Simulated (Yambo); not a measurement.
```
CELL_PARAMETERS angstrom
      3.92494     0.00000     0.00000
      0.00000     3.92494     0.00000
      0.00000     0.00000     3.87330
ATOMIC_POSITIONS crystal
  Cl 0.50000 0.50000 0.50000
  Rb 0.00000 0.00000 0.00000
```

Response from Yambo on norm-conserving PBEsol (Quantum ESPRESSO, 58 Ry, scalar-relativistic) bands: 10×10×10 mesh, 42 bands, 4 Ry local-field block, 0.2 eV broadening.

**Question.** Give the static electronic dielectric constant without and with local fields along each axis.

**Answer.** 
```
field along  ε(0), independent particles  ε(0), RPA with local fields  refractive index √ε
-----------  ---------------------------  ---------------------------  -------------------
x                                   3.00                         2.55                 1.60
z                                   2.99                         2.55                 1.60
```
Electronic (clamped-ion) response only. PBEsol gaps are usually too small, which raises these values. Convergence of the RPA response with its 10×10×10 mesh was not tested. x, y and z are Cartesian axes of the cell as given.

Geometry strained from the cell relaxed with PBEsol, atoms relaxed again.

This is not the ordinary phase of the substance.
